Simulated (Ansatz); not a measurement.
## BaTiO$_{3}$: relaxation (Ansatz)

The input file (Ansatz 0.2.0, plane waves):

```yaml
crystal:
  lattice:
    - [4.02213943, 4.02213943, 0.0]
    - [4.02213943, -4.02213943, 0.0]
    - [0.0, 0.0, 4.02213943]
  atoms:
    - { symbol: Ba, position: [0.0, 0.0, 0.0] }
    - { symbol: Ba, position: [0.5, 0.5, 0.0] }
    - { symbol: Ti, position: [0.0, 0.5, 0.5] }
    - { symbol: Ti, position: [0.5, 0.0, 0.5] }
    - { symbol: O, position: [0.0, 0.5, 0.0] }
    - { symbol: O, position: [0.5, 0.0, 0.0] }
    - { symbol: O, position: [0.25, 0.75, 0.5] }
    - { symbol: O, position: [0.75, 0.25, 0.5] }
    - { symbol: O, position: [0.25, 0.25, 0.5] }
    - { symbol: O, position: [0.75, 0.75, 0.5] }
  symmetry: { tolerance: 0.0003 }
kpoints:
  mp_grid: { grid: [5, 5, 6], shift: [0, 0, 0] }
magnetization:
  spin_polarized: false
scf:
  occupations: { method: cold, width: 0.0366 }
  lower_state_search: "off"
hamiltonian:
  pseudopotentials: { kind: paw }
  xc: r2scan
basis:
  ecutwfc: 500
  fft_grid_basis: typed
relax:
  max_steps: 60
  cell: { p_target: 0.0 }
output:
  forces: true
  stress: true
  eigenvalues: true
  bader: true
  populations: true
  elf: true
  write_potential: true
  volumetric_format: npy
  dos:
    e_range: [-12, 8]
    de: 0.05
    projected: { site_lists: { Ba: [Ba], O: [O], Ti: [Ti] } }
  write_density: true
checkpoint:
  read: saved_state
```

Launch command:

```bash
ansatz run input.yaml --threads 2 --pin off --max-ram 2560MiB --backend cpu --events-out ev --progress --plain --runs-dir out
```

Origin of the cell: a database entry, scaled a little.

The saved state is a converged single point of the same cell.

Output (shortened):

```
Pseudopotentials: kind: paw
Pseudopotential: Ba, paw, valence charge 10, recommended cutoff 500 eV (meta_gga), Ba.paw.azcp
Pseudopotential: Ti, paw, valence charge 12, recommended cutoff 500 eV (meta_gga), Ti.paw.azcp
Pseudopotential: O, paw, valence charge 6, recommended cutoff 500 eV (meta_gga), O.paw.azcp
Functional definition: r2SCAN
  exchange = r2scan_x(k0 = k0, k1 = k1, a1 = a1)
  correlation = r2scan_c
Crystal: 10 atoms, lattice volume = 130.137 Å³
Basis set: ecut = 500 eV, 3299 PW (Γ), exchange–correlation on 180×180×120 points (64 copies of the dense FFT grid, shifted against one another)
Bands: 50, of which v1, the nominal top of the filled ones, is band 40 counted from 1 (39 counted from 0)
Symmetry: 32 space group operations
[… 12 lines left out …]
Initial density: read from a saved state, or passed on in memory by an earlier SCF of this step, an earlier step, the calling program or the single point that the run made first
Functional: x = r2scan, c = r2scan; τ floored in thin density (d = 2e-4 eV/Å³)
SCF iter   1: F=—  HF=-20367.544386 eV  Δρ=1.10e-3  dr2=5.73e-4  dr2_τ=8.14e-3
SCF iter   2: F=—  HF=-20367.555783 eV  S|Δr|=    0.00e0  Δρ=5.66e-4  dr2=1.45e-4  dr2_τ=1.55e-4
SCF iter   3: F=—  HF=-20367.555945 eV  S|Δr|=    0.00e0  Δρ=3.25e-4  dr2=3.35e-5  dr2_τ=5.01e-5
SCF iter   4: F=—  HF=-20367.556059 eV  S|Δr|=    0.00e0  Δρ=6.76e-5  dr2=2.37e-6  dr2_τ=1.71e-6
SCF iter   5: F=—  HF=-20367.556064 eV  S|Δr|=    0.00e0  Δρ=4.31e-5  dr2=2.14e-6  dr2_τ=2.81e-7
SCF iter   6: F=-20367.556064 eV  HF=-20367.556064 eV  S|Δr|=    0.00e0  Δρ=1.01e-5  dr2=9.64e-8  dr2_τ=2.22e-8
relax step   1: F+E_penalty+E_count = -20367.556064 eV  Δ(F+E_penalty+E_count) = +0.000e0 eV  max|allowed force component| = 0.0 eV/Å  Δτ_max = 0.0000 Å  P = -3.627 GPa  Ω = 130.137 Å³  (6 SC […]
relax step   2: F+E_penalty+E_count = -20367.587950 eV  Δ(F+E_penalty+E_count) = -3.189e-2 eV  max|allowed force component| = 0.0 eV/Å  Δτ_max = 0.0000 Å  P = +0.520 GPa  Ω = 127.060 Å³  ener […]
relax step   3: F+E_penalty+E_count = -20367.588394 eV  Δ(F+E_penalty+E_count) = -4.441e-4 eV  max|allowed force component| = 0.0 eV/Å  Δτ_max = 0.0000 Å  P = -0.019 GPa  Ω = 127.438 Å³  ener […]
relax step   4: F+E_penalty+E_count = -20367.587380 eV  Δ(F+E_penalty+E_count) = +1.014e-3 eV  max|allowed force component| = 0.0 eV/Å  Δτ_max = 0.0000 Å  P = -0.013 GPa  Ω = 127.438 Å³  stress off target by 1.35e-2 GPa […]
SCF 4 converged in 6 iterations: F = -20367.587380 eV  dr2 = 8.95e-12
basis re-selected at this cell: Δ(F+E_penalty+E_count) = +1.014e-3 eV, ΔP = +0.006 GPa vs the last step (what re-selecting the basis moved, of the pressure what is left beyond the Pulay corre […]
SCF converged after 6 iterations
Stability not checked: this state was not tested for a lower state beside it, because cold or Methfessel-Paxton smearing, or corrected tetrahedra, fill the levels in a way that the test cannot read (fill_not_monotonic; […]
Free energy (F): -20367.587380 eV
Harris-Foulkes:  -20367.587380 eV  (|F-HF|=7.28e-12)
Internal energy: -20367.587380 eV  (E = F + TS)
E sigma→0 (E₀):  -20367.587380 eV
Fermi energy:    11.193099 eV
--- Per-component energies (eV) ---
  E_band       = -340.903656
  E_kinetic    = 1948.003780
  E_local      = -4167.982125  (includes V_loc(G=0)·N_el)
  E_nonlocal   = 398.654284
  E_hartree    = 1628.589843
  E_xc         = -951.028084
  E_vxc        = -1208.893135  (∫ρ·V_xc dr)
  E_paw        = -13569.715942  (= ΣΔE_a)
  E_vpaw       = -641.304089  (= ΣTr[D̂ρ^β])
  E_aug_tail   = 0.005990  (compensation charges beyond the density's cutoff)
  E_vtau       = 73.431914  (kinetic-family band-sum trace: ∫τ·v_τ [+ j·A + Jᵃ·Aᵃ] dr)
  E_ewald      = -5653.557397
  E_core_change = -0.557728  (= ΣΔE_core)
  E_smearing   = -0.000000  (= −TS)
  Σ components = -20367.587380   (vs F -20367.587380, Δ=0.00e0)
--- Forces (eV/Å), atoms counted from 1 ---
  atom   1  Ba     0.000000    -0.000000     0.000000
  atom   2  Ba     0.000000     0.000000     0.000000
  atom   3  Ti     0.000000     0.000000     0.000000
  atom   4  Ti     0.000000     0.000000     0.000000
  atom   5  O      0.000000     0.000000     0.000000
  atom   6  O      0.000000     0.000000     0.000000
  atom   7  O      0.000000     0.000000     0.000000
  atom   8  O      0.000000     0.000000     0.000000
  atom   9  O      0.000000     0.000000     0.000000
  atom  10  O      0.000000     0.000000     0.000000
  max |Σ_I F_I| component: 0.0 eV/Å
--- Stress (GPa, compression-positive) ---
       -0.013502       0.000000       0.000000
        0.000000      -0.013502       0.000000
        0.000000       0.000000      -0.012280
  P = ⅓ Tr σ = -0.0131 GPa (-0.131 kbar)
--- Relaxed structure (3 steps of the walk, 3 accepted, 1 SCFs on fresh bases) ---
  F+E_penalty+E_count = -20367.587380 eV   max|allowed force component| = 0.0 eV/Å   (the final SCF, on the basis selected at the relaxed cell)
  cell:  # Å, volume = 127.4378 Å³
    - [3.994118, 3.994118, 0.0]
    - [3.994118, -3.994118, 0.0]
    - [0.0, 0.0, 3.994168]
  atoms:
    - { symbol: Ba, position: [0.0, 0.0, 0.0] }
    - { symbol: Ba, position: [0.500000, 0.500000, 0.0] }
    - { symbol: Ti, position: [0.0, 0.500000, 0.500000] }
    - { symbol: Ti, position: [0.500000, 0.0, 0.500000] }
    - { symbol: O, position: [0.0, 0.500000, 0.0] }
    - { symbol: O, position: [0.500000, 0.0, 0.0] }
    - { symbol: O, position: [0.250000, 0.75, 0.500000] }
    - { symbol: O, position: [0.75, 0.250000, 0.500000] }
    - { symbol: O, position: [0.250000, 0.250000, 0.500000] }
    - { symbol: O, position: [0.75, 0.75, 0.500000] }
--- Löwdin populations: 10 sites ---
  site symbol       q [e]
     0     Ba      8.2160
     1     Ba      8.2160
     2     Ti     10.6840
     3     Ti     10.6840
     4      O      6.9195
     5      O      6.9195
     6      O      6.9194
     7      O      6.9194
     8      O      6.9194
     9      O      6.9194
  spilling = 0.008546 (of n_electrons = 80.000000)
--- Bader charges: 10 sites ---
  site symbol  charge [e]  shift [e]
     0     Ba      1.5734     0.0000
     1     Ba      1.5734     0.0000
     2     Ti      2.3198     0.0024
     3     Ti      2.3198     0.0024
     4      O     -1.2977     0.0008
     5      O     -1.2977     0.0008
     6      O     -1.2977     0.0008
     7      O     -1.2977     0.0008
     8      O     -1.2977     0.0008
     9      O     -1.2977     0.0008
  estimated error of the sums over rays = 4.9e-4 e
```

The starting structure.

Space group Pm-3m (No. 221); the run's cell has a = 5.688 Å, b = 5.688 Å, c = 4.022 Å, α = 90.00°, β = 90.00°, γ = 90.00°. Shortest distances: O–Ti 2.01 Å, O–O 2.84 Å, Ba–O 2.84 Å, Ba–Ti 3.48 Å.

After:

Space group Pm-3m (No. 221); the run's cell has a = 5.649 Å, b = 5.649 Å, c = 3.994 Å, α = 90.00°, β = 90.00°, γ = 90.00°. Shortest distances: O–Ti 2.00 Å, O–O 2.82 Å, Ba–O 2.82 Å, Ba–Ti 3.46 Å.

| Item | Value |
| --- | --- |
| Free energy lowered by | 3.1 meV/atom |
| Volume change | -2.07 % |
| Final pressure | -0.01 GPa |
| Relaxation steps listed | 4 |
| Gap on the mesh | 2.17 eV |

Caveats: the relaxation held the start's symmetry, so the end may be a saddle point.

It ran for 69 s of wall time on 2 CPU thread(s) of a shared host, from a saved density.
